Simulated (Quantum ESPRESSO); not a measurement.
Al3ZnN3O, a curve over strain

Simulated, not a measurement. The program is pw.x of Quantum ESPRESSO 7.5 (plane-wave density functional theory). The cell is made up: 8 atoms on a wurtzite lattice, with randomly drawn elements, strain and displacements, not relaxed. PseudoDojo standard norm-conserving files (v0.5 for PBE, v0.4.1 for LDA and PBEsol) set the functional; there is no spin polarisation, spin-orbit coupling or dispersion term, and the masses in the input are unused placeholders.

Seven runs add a strain to one cell (the same along x and y); the atoms follow the cell and are not relaxed. Stress in the table is positive in tension.

Input of the run at -0.0102:

```
&control calculation='scf', pseudo_dir='./dojo.nc.sr.pbe.v0_5.standard.upf', outdir='./o', disk_io='medium', tprnfor=.true., tstress=.true. /
&system ibrav=0, nat=8, ntyp=4, nbnd=31, ecutwfc=84.00895049, nosym=.true., tot_charge=0,
 occupations='smearing', smearing='fd', degauss=0.0018374661
/
&electrons conv_thr=7.350e-09, electron_maxstep=60, /
ATOMIC_SPECIES
Al 1.0 Al.upf
N 1.0 N.upf
O 1.0 O.upf
Zn 1.0 Zn.upf
CELL_PARAMETERS angstrom
3.0592 0.0178 -0.0234
0.0309 5.378 0.0078
-0.0379 0.0072 5.0349
ATOMIC_POSITIONS angstrom
Al -0.0271 0.0384 -0.0021
Zn 1.4995 2.6868 -0.0033
Al 1.5917 0.8577 2.4013
Al -0.0127 3.5532 2.5881
N -0.1138 0.0172 1.808
O 1.5922 2.707 1.9698
N 1.5215 0.9027 4.3395
N -0.0354 3.574 4.3613
K_POINTS automatic
6 4 4 1 1 1
```

| added strain | free energy less that of the input shown (eV) | stress xx (GPa) | stress yy (GPa) | stress zz (GPa) | stress xy (GPa) | pressure (GPa) | next band up at Gamma (eV) | iterations |
| --- | --- | --- | --- | --- | --- | --- | --- | --- |
| -0.0187 | 0.1561 | -27.24 | -13.31 | -14.89 | 7.85 | 18.48 | 0.820 | 12 |
| -0.0165 | 0.1118 | -25.69 | -12.06 | -14.49 | 7.70 | 17.41 | 0.812 | 12 |
| -0.0130 | 0.0469 | -23.29 | -10.12 | -13.85 | 7.48 | 15.75 | 0.799 | 12 |
| -0.0102 | 0.0000 | -21.41 | -8.62 | -13.36 | 7.29 | 14.46 | 0.789 | 12 |
| +0.0120 | -0.2082 | -8.34 | 1.85 | -9.82 | 5.98 | 5.44 | 0.701 | 12 |
| +0.0156 | -0.2173 | -6.49 | 3.33 | -9.30 | 5.79 | 4.15 | 0.686 | 12 |
| +0.0242 | -0.2148 | -2.31 | 6.63 | -8.11 | 5.33 | 1.27 | 0.650 | 12 |

A cubic fit gives a slope of stress xx against the added strain of 593 GPa at zero added strain, with the atoms clamped. Across the table the free energy follows the integral of the stress to within 0.7 meV. A rerun of one of the cells at 1437 eV and a 8 x 6 x 6 mesh moved values by no more than 0.002 eV in energy, 0.03 GPa in stress and 0.002 eV/Å in force. The band column is the level of band 26 at Gamma less that of band 25, whose number is half the electron count, rounded up; it comes from a band step after each run.